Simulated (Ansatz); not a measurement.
CeO2 (Fm-3m) from a database of computed structures, relaxed with r2SCAN. It is cubic, Fm-3m (No. 225); conventional cell a = 5.437 Å, 13.40 Å³ an atom. Around Ce lie 8 O at 2.35 Å; around O lie 4 Ce at 2.35 Å.

```cif
data_structure
_symmetry_space_group_name_H-M 'Fm-3m'
_symmetry_Int_Tables_number 225
_cell_length_a 5.4373
_cell_length_b 5.4373
_cell_length_c 5.4373
_cell_angle_alpha 90.000
_cell_angle_beta 90.000
_cell_angle_gamma 90.000
_cell_volume 160.75
loop_
_atom_site_label
_atom_site_type_symbol
_atom_site_symmetry_multiplicity
_atom_site_Wyckoff_symbol
_atom_site_fract_x
_atom_site_fract_y
_atom_site_fract_z
_atom_site_occupancy
Ce1 Ce 4 a 0.00000 0.00000 0.00000 1
O1 O 8 c 0.25000 0.75000 0.75000 1
```

The questions ask for values computed with the plane-wave code Ansatz on this geometry. Calculated for a static, non-magnetic cell.

Given (8×8×8 mesh): r2SCAN gives an indirect gap of 2.20 eV, from K–Γ (0.30 of the way from K) to L; the least direct gap is 2.30 eV at k = (0, 0.266, -0.271).

Problem. What does LDA give for the gap (8×8×8 mesh)?

Solution. The LDA gap is indirect, 1.89 eV (k = (0, 0.266, -0.271) to L), below the direct gap of 1.98 eV at k = (0, 0.266, -0.271). A second conduction valley, at X, lies only 21 meV higher, so their order isn't settled. The gap differs by -0.31 eV from r2SCAN's.

Problem. What does PBE give for the gap (8×8×8 mesh)?

Solution. The PBE gap is indirect, 1.93 eV (K–Γ (0.30 of the way from K) to L), below the direct gap of 2.03 eV at K–Γ (0.30 of the way from K). A second conduction valley, at X, lies only 39 meV higher, so their order isn't settled. The gap differs by -0.27 eV from r2SCAN's.

Problem. What does r2SCANh give for the gap (6×6×6 mesh)?

Solution. The r2SCANh gap is indirect, 3.09 eV (K–Γ (0.30 of the way from K) to L), below the direct gap of 3.22 eV at k = (0, 0.266, -0.271). The gap differs by +0.89 eV from r2SCAN's.

Problem. What are ε∞ and the Born charges with r2SCAN?

Solution. The electronic dielectric tensor ε∞ is 6.93 in all directions. Born charges, averaged over directions: Ce +5.73, O -2.86 e.

Problem. Relaxed again with PBEsol, is the cell stable at the zone centre, and where do its optical modes lie?

Solution. The zone-centre optical frequencies run from 277 to 434 cm⁻¹, none imaginary (the rest of the zone wasn't tested). With the long-range field the highest mode reaches 531 cm⁻¹.

Problem. How do these values compare with experiment?

Solution.
Calculation and measurement side by side:
- Also reported, of a kind that the calculated least gap can't be set against (optical): 3.25 eV. Source: 3.25 ± 0.05 eV (O 2p to Ce 4f charge-transfer optical gap from Tauc plot; diffuse reflectance, Tauc plot; powder; Tauc-plot optical onset of the O 2p to Ce 4f charge-transfer band, not the O 2p to 5d gap; “Strengths of covalent bonds in LnO2 determined from O K-edge XANES spectra using a Hubbard model”, 2023, pmc:10646950).
- Also reported, of a kind that the calculated least gap can't be set against (optical): 3.23 eV. Source: 3.23 ± 0.05 eV (O 2p to Ce 4f charge-transfer optical gap, earlier measurement; diffuse reflectance; Literature optical onset of the O 2p to Ce 4f charge-transfer band; quoted in “Strengths of covalent bonds in LnO2 determined from O K-edge XANES spectra using a Hubbard model”, 2023, pmc:10646950).
- Direct gap, measured 3.27 eV: r2SCAN 2.30 (-0.97), LDA 1.98 (-1.29), PBE 2.03 (-1.24), r2SCANh 3.22 (-0.05) eV. Source: 3.27 eV (optical gap from UV-vis absorption, direct-gap analysis; UV-vis absorption; powder; Tauc extrapolation assuming a direct gap; powder absorption edge, not a fundamental gap measured on a single crystal; “Observation of Fast Low‐Temperature Oxygen Ion Conduction in CeO2/β"‐Al2O3 Heterostructure”, 2024, pmc:11425223).
Measured gaps include zero-point and thermal shifts, optical ones also the exciton binding, and spin-orbit coupling, which these levels lack. Reports marked as nanostructured, strained, doped, implanted or mixed samples, and transport gaps, were set aside.

Where an edge lies off the special points, it is a point of the mesh or the k point where a search put PBE's edge or least direct gap, reused for the other functionals, whose own edges may lie a little apart; PBE's own value is read along its path and can be a few hundredths of an eV high.

Coordinates of k points refer to the reciprocal vectors of the primitive cell of the runs.

The meshes of the hybrids are coarse, so their gaps aren't converged to the digits shown.

Set aside, since their points miss a band edge that the other levels read or their mesh is too coarse: LC-ωPBE.
